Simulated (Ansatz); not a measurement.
**An inverse problem**

Cell vectors (Å):

```
 1.9674  1.1359  7.5394
-1.9674  1.1359  7.5394
 0.0000 -2.2717  7.5394
```

| atom | a | b | c |
| --- | --- | --- | --- |
| Rb | 0.0000 | 0.0000 | 0.0000 |
| X | 0.5000 | 0.5000 | 0.5000 |
| S | 0.2302 | 0.2302 | 0.2302 |
| S | 0.7698 | 0.7698 | 0.7698 |

Method: PBEsol, all-electron LAPW in Ansatz 0.2.0, scalar-relativistic. k mesh 6×6×6, strains of ±0.005, fixed occupations.

Elastic constants of a crystal by Kohn-Sham DFT: slopes of the stress over finite engineering strains of the given cell, Voigt indices, Cartesian axes as in the cell vectors.

```csv
index,elastic (GPa)
11,94.5
12,24.3
13,26.8
14,11
33,91.6
44,30.4
```

**Question.** All X atoms are one element. Which one was computed?

**Answer.** Lu; the crystal is RbLuS₂ (R-3m).
